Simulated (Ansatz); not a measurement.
La₂InSi₂ in space group Pbam (No. 55; Pearson symbol oP20), plane-wave PAW PBE (Ansatz code), all energies at zero smearing, with the estimated change up to a 700 eV cutoff added, with one set of potentials and settings (totals compare only within such a set). Cell of 20 atoms (8 La, 4 In, 8 Si): -77492.504 eV.

```
element                reference phase  E (eV/atom)
-------  -----------------------------  -----------
La       P6_3/mmc, 4 atoms in the cell   -6250.0953
In         I4/mmm, 1 atoms in the cell   -5597.8481
Si          Fd-3m, 2 atoms in the cell    -635.8096
```

Formation energy per atom, worked out: (-77492.504 − 8×(-6250.0953) − 4×(-5597.8481) − 8×(-635.8096))/20 = -0.694 eV/atom (-67 kJ per mol of atoms), at 0 K, without zero-point energy or fitted corrections.

The workflow started from a Materials Project entry (that database holds measured and hypothetical structures alike); the Crystallography Open Database copy checked does not list it. Its standing as an ambient phase is unchecked. The PBE relaxation kept the symmetry of its start; whether a distortion lowers the energy is not shown. The references are the lowest solids computed at this level, not always the standard phases. Scalar-relativistic: spin–orbit coupling is off unless named, which matters more the heavier the elements.

Potentials: the later of the program's two PAW sets.
